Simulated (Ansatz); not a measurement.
PtW:
```
CELL_PARAMETERS angstrom
      0.00000     2.63013     2.63013
      2.63013     0.00000     2.63013
      2.63013     2.63013     0.00000
ATOMIC_POSITIONS crystal
  Pt 0.00000 0.00000 0.00000
  W  0.50000 0.50000 0.50000
```

Relaxed with PBE. Special points in fractions of this cell's reciprocal vectors: Γ (0.000, 0.000, 0.000); X (0.500, 0.000, 0.500); U (0.625, 0.250, 0.625); K (0.375, 0.375, 0.750); L (0.500, 0.500, 0.500); W (0.500, 0.250, 0.750).

**Question.** List the band energies nearest the Fermi level at these points for plane-wave PAW PBE (Ansatz code).

**Answer.** In eV from the Fermi level; about four levels below and three above (degenerate sets whole), none deeper than 8.9 eV; points with the same levels are listed once.

```json
[
 {"k": "Γ", "below": "-6.07 -6.07 -5.41 -5.41 -5.41", "above": "1.69 1.69 1.69"},
 {"k": "X", "below": "-4.82 -2.90 -2.90 -1.37", "above": "0.84 0.84 1.70"},
 {"k": "U", "below": "-4.74 -4.06 -3.19 -0.81", "above": "0.09 0.37 0.66"},
 {"k": "L", "below": "-3.20 -3.20 -1.90 -1.90 -1.85", "above": "0.26 0.26 1.24"},
 {"k": "W", "below": "-5.18 -5.18 -5.17 -3.68 -2.89 -1.62", "above": "0.05 0.05 0.81"}
]
```

Space group Fm-3m (rock salt). The start of the workflow was typed in or built on a structure type; neither database checked (COD, Materials Project) lists it. Whether it is the stable phase at ambient conditions was not checked. The PBE relaxation kept the symmetry of its start; whether a distortion lowers the energy is not shown. The run is not spin-polarised. The volume moved by 18 % from the start of the relaxation. Its formation energy is positive at this level, so the cell may be metastable or incomplete. Scalar-relativistic: spin–orbit coupling is off unless named, which matters more the heavier the elements.

Potentials: the later of the program's two PAW sets.
